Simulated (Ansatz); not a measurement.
This guess for ScMnC₄N₄ is about to be relaxed.

```xyz
10
Lattice="6.0298 0.0000 0.0000 0.0000 6.0298 0.0000 0.0000 0.0000 6.0298" Properties=species:S:1:pos:R:3 pbc="T T T"
Sc    0.0000    0.0000    0.0000
Mn    3.0149    3.0149    3.0149
C     1.1674    1.1674    1.1674
C     1.1674    4.8624    4.8624
C     4.8624    1.1674    4.8624
C     4.8624    4.8624    1.1674
N     1.8429    1.8429    1.8429
N     1.8429    4.1869    4.1869
N     4.1869    1.8429    4.1869
N     4.1869    4.1869    1.8429
```

Computed with DFT PBE, scalar-relativistic, plane waves, PAW (Ansatz 0.2.0). Cutoff 420 eV, Gaussian smearing, Γ-centred meshes. Cell and atoms relax first on a coarse mesh and then on a finer one. In between, the cell is made exact in the group found at 0.06 Å. In metals the finer mesh still leaves noise of several meV/atom or more. The steps can't lower the symmetry of their start. Collinear spin, starting moments Mn 4.0 μB.

A guess keeps its type if space group and coordination stay and the shape of the cell changes little (axis ratios within about 15 %, angles within 6°); the volume may change.

Task: Does this structure survive the relaxation?

Result: It keeps its type. The symmetry stays P-43m (No. 215). The volume per atom grows by 11.8 %, from 21.9 to 24.5 Å³. The shortest distance stays 1.17 Å (C–N). Counting neighbours within 15 % of an atom's shortest distance, the start has C 1, Mn 4, N 1, Sc 4 and the end C 1, Mn 4, N 1, Sc 4.

The zero of energy is the elements' standard structures at the same level (N₂ as a molecule); no fitted shifts are applied.

Task: At what energy does it end?

Result: +0.18 eV/atom. The separate elements lie lower, so it is unstable against them.

The last run used collinear spin, a 6×6×6 mesh for its 10-atom cell and Gaussian smearing of 0.10 eV. The reference form of C is held partly by dispersion forces, which this level lacks. The magnetic state reached may not be the lowest. A structure relaxed within its symmetry needn't be a true minimum.
